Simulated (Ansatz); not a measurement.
Given:

Si:
```yaml
crystal:
  lattice:
    - [6.92173, 1.92376, 0.00000]
    - [-6.92173, 1.92376, 0.00000]
    - [-0.74984, 0.00000, 6.29371]
  atoms:
    - { symbol: Si, position: [0.05562, 0.94438, 0.87419] }
    - { symbol: Si, position: [0.94438, 0.05562, 0.12581] }
    - { symbol: Si, position: [0.55902, 0.44098, 0.65348] }
    - { symbol: Si, position: [0.44098, 0.55902, 0.34652] }
    - { symbol: Si, position: [0.21281, 0.78719, 0.05738] }
    - { symbol: Si, position: [0.78719, 0.21281, 0.94262] }
    - { symbol: Si, position: [0.72707, 0.27293, 0.58553] }
    - { symbol: Si, position: [0.27293, 0.72707, 0.41447] }
```

This is the r²SCAN-relaxed structure. Cartesian axes are those of the cell as given.

**Question.** All from the program Ansatz at the r²SCAN level (PAW), unless another level is named. Predict the Debye temperature from the elastic constants.

**Answer.** 616 K.

**Question.** And the elastic constants (relaxed ions, GPa)?

**Answer.** C11 = 150, C22 = 182, C33 = 179, C12 = 36.8, C13 = 58.8, C23 = 48.8, C44 = 72.0, C55 = 64.9, C66 = 44.0, C15 = 8.0, C25 = -8.7, C35 = 8.6, C46 = -6.4.

Space group C2/m. The first step of the workflow began from a Materials Project structure, measured or hypothetical; the Crystallography Open Database copy checked does not list it. It is not the phase usual at ambient conditions (space group No. 227). The cell was relaxed with r²SCAN under the symmetry of its start; of distortions, only those at the zone centre were tested.

Potentials: the later of the program's two PAW sets.
